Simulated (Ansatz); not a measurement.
# Structures of GaC: which is lowest?

Plane-wave DFT in Ansatz with scalar-relativistic PAW potentials, cutoff 420 eV, Γ-centred meshes chosen by cell and gap, Gaussian smearing with energies taken to zero width. Every cell was relaxed (cell and atoms) in a run of its own, within the symmetry of its start. Functional: PBE.

Relaxed structures (starts from databases or built by putting these elements on another compound's sites):
A. P6_3mc, 4 atoms in the computed cell, a = 3.258 Å, c = 5.615 Å; sites (symmetry × multiplicity) Ga 3m. × 2, C 3m. × 2; start: built
B. Fm-3m, 2 atoms in the computed cell, a = 4.396 Å; sites (symmetry × multiplicity) Ga m-3m × 4, C m-3m × 4; start: built

Rank them by energy. Could pressure change the order?

```csv
structure,group,E − E(lowest) (meV/atom),V (Å³/atom),gap on mesh (eV)
A,P6_3mc,0.0,12.91,0.00
B,Fm-3m,224,10.62,0.00
```

A is lowest, 224 meV/atom under B. B is denser by 2.29 Å³/atom, so pressure favours it: ΔE/ΔV, with ΔE in eV and 1 eV/Å³ = 160.2 GPa, gives about 16 GPa for equal enthalpy if both cells were rigid; at such pressures compression changes ΔV much, so this is a scale only. Other structures may lie lower than all of these, and vibrations aren't counted.